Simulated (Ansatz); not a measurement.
CoPtO2 in space group R-3m (No. 166; Co on 3b, Pt on 3a, O on 6c) under volume change, plane-wave PAW PBEsol (Ansatz code), shape and atoms relaxed at each volume.

```tsv
V (Å³/atom)	E − E(relaxed) (meV/atom)	P (GPa)
9.178	79.6	30.78
9.480	33.2	18.68
9.783	7.8	8.53
10.086	0.0	0.01
10.388	[?]	[?]
10.691	26.2	-13.11
10.993	[?]	[?]
```

Question: Complete the blanks.

Answer: 
- 10.993, E − E(relaxed) (meV/atom): 55.8
- 10.993, P (GPa): -18.09
- 10.388, E − E(relaxed) (meV/atom): 6.9
- 10.388, P (GPa): -7.15

Question: What does a third-order Birch–Murnaghan fit give for V₀, B₀ and B′?

Answer: V₀ = 10.09 Å³/atom, B₀ = 259 GPa, B′ = 4.9.

The cell was relaxed with PBEsol under the symmetry of its start; of distortions, only those at the zone centre were tested. No spin polarisation was allowed. No Hubbard U is applied. Spin–orbit coupling is left out wherever it is not named.

Potentials: the later of the program's two PAW sets.
